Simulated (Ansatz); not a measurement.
Ansatz (an electronic-structure program) input:

Ansatz 0.2 input:
```yaml
crystal:
  lattice:
    - [1.9189553198, 1.1079093705, 9.4820888527]
    - [-1.9189553198, 1.1079093705, 9.4820888527]
    - [0.0, -2.2158187409, 9.4820888527]
  atoms:
    - { symbol: Si, position: [0.7359099362, 0.7359099362, 0.7359099362] }
    - { symbol: Si, position: [0.8193238136, 0.8193238136, 0.8193238136] }
    - { symbol: Si, position: [0.1806761864, 0.1806761864, 0.1806761864] }
    - { symbol: Si, position: [0.2640900638, 0.2640900638, 0.2640900638] }
    - { symbol: Si, position: [0.958634169, 0.958634169, 0.958634169] }
    - { symbol: Si, position: [0.041365831, 0.041365831, 0.041365831] }
kpoints:
  mp_grid: { grid: [8, 8, 8] }
hamiltonian:
  xc: r2scan
  pseudopotentials: { kind: paw }
scf:
  occupations: { method: fixed }
elastic: { mode: relaxed_ion, stencil: two_point, amplitude: 0.005, f_tol: 0.0005 }
```

Output (shortened):

```
Pseudopotential: Si, paw, valence charge 4
Functional definition: r2SCAN
Crystal: 6 atoms, lattice volume = 120.955 Å³
Basis set: ecut = 500 eV, 3041 PW (Γ), exchange–correlation on 288×288×288 points (64 copies of the dense FFT grid, shifted against one another)
Bands: 18, of which v1, the nominal top of the filled ones, is band 12 counted from 1 (11 counted from 0)
Symmetry: 12 space group operations
Space group: R-3m (ITA 166), of the structure as read, at distance tolerance 4.9e-5 Å
k-points: 65 of 512
SCF 1 converged in 10 iterations: F = -3834.350127 eV  dr2 = 7.21e-15
Crystal: 6 atoms, lattice volume = 120.955 Å³
SCF 2 converged in 2 iterations: F = -3834.350127 eV  dr2 = 2.62e-15
Crystal: 6 atoms, lattice volume = 120.350 Å³
Basis set: ecut = 500 eV, 3025 PW (Γ), exchange–correlation on 288×288×288 points (64 copies of the dense FFT grid, shifted against one another)
Symmetry: 4 space group operations
k-points: 150 of 512
SCF 3 converged in 9 iterations: F = -3834.347982 eV  dr2 = 5.76e-14
relax step   1: F+E_penalty+E_count = -3834.34798204 eV  Δ(F+E_penalty+E_count) = +0.000e0 eV  max|allowed force component| = 4.049e-2 eV/Å  Δτ_max = 0.0000 Å  (9 SCF iters, accepted)
Crystal: 6 atoms, lattice volume = 120.350 Å³
SCF 4 converged in 8 iterations: F = -3834.348246 eV  dr2 = 5.79e-15
relax step   2: F+E_penalty+E_count = -3834.34824629 eV  Δ(F+E_penalty+E_count) = -2.643e-4 eV  max|allowed force component| = 9.683e-3 eV/Å  Δτ_max = 0.0022 Å  (8 SCF iters, accepted)
Crystal: 6 atoms, lattice volume = 120.350 Å³
SCF 5 converged in 7 iterations: F = -3834.348260 eV  dr2 = 2.67e-14
relax step   3: F+E_penalty+E_count = -3834.34825968 eV  Δ(F+E_penalty+E_count) = -1.339e-5 eV  max|allowed force component| = 2.692e-4 eV/Å  Δτ_max = 0.0006 Å  (7 SCF iters, accepted)
Crystal: 6 atoms, lattice volume = 120.350 Å³
SCF 6 converged in 2 iterations: F = -3834.348260 eV  dr2 = 3.61e-15
Crystal: 6 atoms, lattice volume = 121.560 Å³
Basis set: ecut = 500 eV, 3053 PW (Γ), exchange–correlation on 288×288×288 points (64 copies of the dense FFT grid, shifted against one another)
SCF 7 converged in 9 iterations: F = -3834.348013 eV  dr2 = 4.95e-14
relax step   1: F+E_penalty+E_count = -3834.34801266 eV  Δ(F+E_penalty+E_count) = +0.000e0 eV  max|allowed force component| = 3.868e-2 eV/Å  Δτ_max = 0.0000 Å  (9 SCF iters, accepted)
Crystal: 6 atoms, lattice volume = 121.560 Å³
SCF 8 converged in 8 iterations: F = -3834.348275 eV  dr2 = 9.89e-15
relax step   2: F+E_penalty+E_count = -3834.34827488 eV  Δ(F+E_penalty+E_count) = -2.622e-4 eV  max|allowed force component| = 2.189e-3 eV/Å  Δτ_max = 0.0028 Å  (8 SCF iters, accepted)
Crystal: 6 atoms, lattice volume = 121.560 Å³
SCF 9 converged in 7 iterations: F = -3834.348275 eV  dr2 = 2.62e-15
relax step   3: F+E_penalty+E_count = -3834.34827530 eV  Δ(F+E_penalty+E_count) = -4.162e-7 eV  max|allowed force component| = 7.596e-4 eV/Å  Δτ_max = 0.0002 Å  (7 SCF iters, accepted)
Crystal: 6 atoms, lattice volume = 121.560 Å³
SCF 10 converged in 6 iterations: F = -3834.348275 eV  dr2 = 4.75e-14
relax step   4: F+E_penalty+E_count = -3834.34827538 eV  Δ(F+E_penalty+E_count) = -8.284e-8 eV  max|allowed force component| = 7.880e-6 eV/Å  Δτ_max = 0.0001 Å  (6 SCF iters, accepted)
Crystal: 6 atoms, lattice volume = 121.560 Å³
SCF 11 converged in 2 iterations: F = -3834.348275 eV  dr2 = 1.12e-14
Crystal: 6 atoms, lattice volume = 120.350 Å³
Basis set: ecut = 500 eV, 3029 PW (Γ), exchange–correlation on 288×288×288 points (64 copies of the dense FFT grid, shifted against one another)
SCF 12 converged in 9 iterations: F = -3834.347736 eV  dr2 = 7.60e-14
relax step   1: F+E_penalty+E_count = -3834.34773611 eV  Δ(F+E_penalty+E_count) = +0.000e0 eV  max|allowed force component| = 5.559e-2 eV/Å  Δτ_max = 0.0000 Å  (9 SCF iters, accepted)
Crystal: 6 atoms, lattice volume = 120.350 Å³
SCF 13 converged in 8 iterations: F = -3834.348039 eV  dr2 = 1.23e-14
relax step   2: F+E_penalty+E_count = -3834.34803929 eV  Δ(F+E_penalty+E_count) = -3.032e-4 eV  max|allowed force component| = 1.094e-2 eV/Å  Δτ_max = 0.0018 Å  (8 SCF iters, accepted)
Crystal: 6 atoms, lattice volume = 120.350 Å³
SCF 14 converged in 7 iterations: F = -3834.348051 eV  dr2 = 1.10e-14
relax step   3: F+E_penalty+E_count = -3834.34805124 eV  Δ(F+E_penalty+E_count) = -1.196e-5 eV  max|allowed force component| = 4.712e-4 eV/Å  Δτ_max = 0.0005 Å  (7 SCF iters, accepted)
Crystal: 6 atoms, lattice volume = 120.350 Å³
SCF 15 converged in 2 iterations: F = -3834.348051 eV  dr2 = 4.83e-15
Crystal: 6 atoms, lattice volume = 121.560 Å³
Basis set: ecut = 500 eV, 3047 PW (Γ), exchange–correlation on 288×288×288 points (64 copies of the dense FFT grid, shifted against one another)
SCF 16 converged in 9 iterations: F = -3834.347802 eV  dr2 = 8.08e-14
relax step   1: F+E_penalty+E_count = -3834.34780229 eV  Δ(F+E_penalty+E_count) = +0.000e0 eV  max|allowed force component| = 5.052e-2 eV/Å  Δτ_max = 0.0000 Å  (9 SCF iters, accepted)
Crystal: 6 atoms, lattice volume = 121.560 Å³
SCF 17 converged in 8 iterations: F = -3834.348071 eV  dr2 = 8.77e-15
relax step   2: F+E_penalty+E_count = -3834.34807139 eV  Δ(F+E_penalty+E_count) = -2.691e-4 eV  max|allowed force component| = 3.925e-3 eV/Å  Δτ_max = 0.0023 Å  (8 SCF iters, accepted)
Crystal: 6 atoms, lattice volume = 121.560 Å³
SCF 18 converged in 7 iterations: F = -3834.348072 eV  dr2 = 6.84e-15
relax step   3: F+E_penalty+E_count = -3834.34807249 eV  Δ(F+E_penalty+E_count) = -1.095e-6 eV  max|allowed force component| = 1.214e-3 eV/Å  Δτ_max = 0.0003 Å  (7 SCF iters, accepted)
Crystal: 6 atoms, lattice volume = 121.560 Å³
SCF 19 converged in 7 iterations: F = -3834.348073 eV  dr2 = 2.62e-15
relax step   4: F+E_penalty+E_count = -3834.34807266 eV  Δ(F+E_penalty+E_count) = -1.742e-7 eV  max|allowed force component| = 5.360e-6 eV/Å  Δτ_max = 0.0001 Å  (7 SCF iters, accepted)
Crystal: 6 atoms, lattice volume = 121.560 Å³
SCF 20 converged in 2 iterations: F = -3834.348073 eV  dr2 = 1.00e-15
Crystal: 6 atoms, lattice volume = 120.954 Å³
Basis set: ecut = 500 eV, 3039 PW (Γ), exchange–correlation on 288×288×288 points (64 copies of the dense FFT grid, shifted against one another)
SCF 21 converged in 9 iterations: F = -3834.349492 eV  dr2 = 1.51e-15
relax step   1: F+E_penalty+E_count = -3834.34949208 eV  Δ(F+E_penalty+E_count) = +0.000e0 eV  max|allowed force component| = 3.239e-2 eV/Å  Δτ_max = 0.0000 Å  (9 SCF iters, accepted)
Crystal: 6 atoms, lattice volume = 120.954 Å³
SCF 22 converged in 8 iterations: F = -3834.349596 eV  dr2 = 8.25e-15
relax step   2: F+E_penalty+E_count = -3834.34959629 eV  Δ(F+E_penalty+E_count) = -1.042e-4 eV  max|allowed force component| = 6.792e-3 eV/Å  Δτ_max = 0.0015 Å  (8 SCF iters, accepted)
Crystal: 6 atoms, lattice volume = 120.954 Å³
SCF 23 converged in 7 iterations: F = -3834.349601 eV  dr2 = 6.09e-15
relax step   3: F+E_penalty+E_count = -3834.34960089 eV  Δ(F+E_penalty+E_count) = -4.591e-6 eV  max|allowed force component| = 2.921e-5 eV/Å  Δτ_max = 0.0004 Å  (7 SCF iters, accepted)
Crystal: 6 atoms, lattice volume = 120.954 Å³
SCF 24 converged in 2 iterations: F = -3834.349601 eV  dr2 = 1.63e-15
Crystal: 6 atoms, lattice volume = 120.954 Å³
Basis set: ecut = 500 eV, 3037 PW (Γ), exchange–correlation on 288×288×288 points (64 copies of the dense FFT grid, shifted against one another)
SCF 25 converged in 9 iterations: F = -3834.349490 eV  dr2 = 1.74e-15
relax step   1: F+E_penalty+E_count = -3834.34949040 eV  Δ(F+E_penalty+E_count) = +0.000e0 eV  max|allowed force component| = 3.209e-2 eV/Å  Δτ_max = 0.0000 Å  (9 SCF iters, accepted)
Crystal: 6 atoms, lattice volume = 120.954 Å³
SCF 26 converged in 8 iterations: F = -3834.349600 eV  dr2 = 9.14e-15
relax step   2: F+E_penalty+E_count = -3834.34959981 eV  Δ(F+E_penalty+E_count) = -1.094e-4 eV  max|allowed force component| = 2.076e-4 eV/Å  Δτ_max = 0.0020 Å  (8 SCF iters, accepted)
Crystal: 6 atoms, lattice volume = 120.954 Å³
SCF 27 converged in 2 iterations: F = -3834.349600 eV  dr2 = 3.80e-15
SCF converged after 2 iterations
Free energy (F): -3834.350127 eV
Harris-Foulkes:  -3834.350127 eV  (|F-HF|=1.36e-12)
Internal energy: -3834.350127 eV  (E = F + TS)
E sigma→0 (E₀):  -3834.350127 eV
Fermi energy:    6.255661 eV
--- Per-component energies (eV) ---
  E_band       = 19.356866
  E_kinetic    = 242.475475
  E_local      = -162.382692  (includes V_loc(G=0)·N_el)
  E_nonlocal   = 149.946121
  E_hartree    = 45.534995
  E_xc         = -309.032257
  E_vxc        = -298.465531  (∫ρ·V_xc dr)
  E_paw        = -3117.046514  (= ΣΔE_a)
  E_vpaw       = -14.965518  (= ΣTr[D̂ρ^β])
  E_aug_tail   = 0.000026  (compensation charges beyond the density's cutoff)
  E_vtau       = 11.678995  (kinetic-family band-sum trace: ∫τ·v_τ [+ j·A + Jᵃ·Aᵃ] dr)
  E_ewald      = -683.386683
  E_core_change = -0.458598  (= ΣΔE_core)
  E_smearing   =  0.000000  (= −TS)
  E_closure    =  0.000000  (closes the sum)
  Σ components = -3834.350127   (vs F -3834.350127, Δ=0.00e0)
--- Forces (eV/Å), atoms counted from 1 ---
  atom   1  Si     0.00000000     0.00000000    -0.00020774
  atom   2  Si     0.00000000     0.00000000     0.00020200
  atom   3  Si     0.00000000     0.00000000    -0.00020200
  atom   4  Si     0.00000000     0.00000000     0.00020774
  atom   5  Si     0.00000000     0.00000000    -0.00047501
  atom   6  Si     0.00000000     0.00000000     0.00047501
  max |Σ_I F_I| component: 9.25e-18 eV/Å
--- Stress (GPa, compression-positive) ---
       -0.002221       0.000000       0.000000
        0.000000      -0.002221       0.000000
        0.000000       0.000000      -0.000528
  P = ⅓ Tr σ = -0.0017 GPa (-0.017 kbar)
--- Band table (eV; the first three rows and the last of 65) ---
  k-point 0: bands = ["-6.4150", "-4.9896", "-4.9845", "0.5055", "0.5265", "4.9890", "4.9890", "5.0699", "5.0699", "6.0128", "6.2557", "6.2557", "7.9782", "8.2130", "8.6083", "8.6083", "8.8946", "9.7158"]
  k-point 1: bands = ["-6.2217", "-4.9048", "-4.6911", "0.3647", "0.7948", "3.6519", "4.0031", "4.5931", "4.7505", "4.9698", "5.7461", "5.9556", "8.2210", "8.7134", "9.0894", "9.1047", "9.5207", "9.8671"]
  k-point 2: bands = ["-5.6546", "-4.4533", "-4.0418", "0.0687", "0.7043", "2.0730", "2.8082", "2.9152", "3.9729", "4.1198", "5.0517", "5.3958", "7.7989", "8.0173", "9.1477", "9.5297", "9.7494", "10.5384"]
  k-point 64: bands = ["-6.0474", "-6.0319", "-4.0076", "-1.1699", "3.5700", "3.5782", "4.7627", "4.7627", "5.6618", "5.6618", "5.7891", "5.7891", "7.7671", "8.7498", "8.9970", "8.9970", "9.0494", "9.3749"]
--- Elastic constants: 3 strain directions × 2 members + reference (group order 12) ---
  dense FFT box of the reference and of every strained cell: 72×72×72
  strains applied: 11, 33, 23; error gains …
  C = ∂σ_k/∂η_j (tension-positive GPa; Voigt order 11 22 33 23 13 12):
       197.256     53.565     37.880      4.176      0.000      0.000
        53.565    197.256     37.880     -4.176      0.000      0.000
        37.879     37.879    218.922      0.000      0.000      0.000
         4.176     -4.176      0.000     55.822      0.000      0.000
         0.000      0.000      0.000      0.000     55.822      4.176
         0.000      0.000      0.000      0.000      4.176     71.846
  reference stress σ⁰ (GPa):      0.002      0.002      0.001      0.000      0.000      0.000
  moduli (Voigt/Reuss/Hill, GPa): K = 96.90/96.88/96.89   G = 68.97/66.56/67.77   E = 164.87   ν = 0.216
  mechanically stable: yes (min eigenvalue of sym C = 54.80 GPa)
  strain η (Voigt 11):  stress-route row diagonal C_11 = 197.26 GPa, energy-path curvature d²(F+E_count+ΔE)/dδ²/Ω₀ = 197.25 GPa
         δ    σ_11 (GPa)             F (eV)   n_scf  n_hpsi   n_pw
    -5.000e-3      -0.9960       -3834.3482597       2   24656   3075   relax 3 steps, max|allowed force component| 2.69e-4 eV/Å
     5.000e-3       0.9765       -3834.3482754       2   24731   3106   relax 4 steps, max|allowed force component| 7.88e-6 eV/Å
  strain η (Voigt 33):  stress-route row diagonal C_33 = 218.92 GPa, energy-path curvature d²(F+E_count+ΔE)/dδ²/Ω₀ = 218.93 GPa
         δ    σ_33 (GPa)             F (eV)   n_scf  n_hpsi   n_pw
    -5.000e-3      -1.1054       -3834.3480512       2   10733   3078   relax 3 steps, max|allowed force component| 4.71e-4 eV/Å
     5.000e-3       1.0838       -3834.3480727       2   10704   3105   relax 4 steps, max|allowed force component| 5.36e-6 eV/Å
  strain η (Voigt 23):  stress-route row diagonal C_44 = 55.82 GPa, energy-path curvature d²(F+E_count+ΔE)/dδ²/Ω₀ = 55.82 GPa
         δ    σ_23 (GPa)             F (eV)   n_scf  n_hpsi   n_pw
    -5.000e-3      -0.2788       -3834.3496009       2   24670   3093   relax 3 steps, max|allowed force component| 2.92e-5 eV/Å
     5.000e-3       0.2794       -3834.3495998       2   24696   3092   relax 2 steps, max|allowed force component| 2.08e-4 eV/Å
```

Cost: roughly 19 core-minutes on shared cores.

The start of the workflow was typed in or built on a structure type; neither database checked (COD, Materials Project) lists it. It is not the phase usual at ambient conditions (space group No. 227). Symmetry was held in the r²SCAN relaxation; its stability against distortions is not shown here.

Potentials: the later of the program's two PAW sets.

Ansatz is a plane-wave DFT program.
